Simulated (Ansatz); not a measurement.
The relaxed structure here is a generated cell of WC: the first start was made by a random draw of sites in a space group, and the end was not matched to a known phase here, so it may be hypothetical. Known forms of WC include space group No. 187.

One starting cell of WC (a randomly generated symmetric cell of WC (space group No. 164)) was relaxed twice with Ansatz (plane waves, PAW, scalar-relativistic): with r2SCAN at 500 eV and with PBE at 420 eV. The r2SCAN result:

```xyz
4
Lattice="2.9284 0.0000 0.0000 -1.4642 2.5361 0.0000 0.0000 0.0000 5.5071" Properties=species:S:1:pos:R:3 pbc="T T T"
C      0.0000     0.0000     2.7536
C      0.0000     0.0000     0.0000
W      0.0000     1.6907     4.1303
W      1.4642     0.8454     1.3768
```

```csv
quantity,r2SCAN,PBE
space group,P6₃/mmc,P6₃/mmc
volume (Å³/atom),10.23,___
a (Å),2.928,___
c (Å),5.507,___
"gap (eV, no spin-orbit coupling)",0.00,___
```

What does PBE give for the same quantities?


- volume (Å³/atom), PBE: 10.34
- a (Å), PBE: 2.944
- c (Å), PBE: 5.510
- gap (eV, no spin-orbit coupling), PBE: 0.00

Both levels end in the same structure; PBE's volume is 1.1 % larger. Neither column is exact.

No spin polarisation in the result.

The run could not lose the symmetry of its start: the end is stationary, and may be a saddle point rather than a minimum.

Ansatz is a quantum-chemistry and plane-wave program.
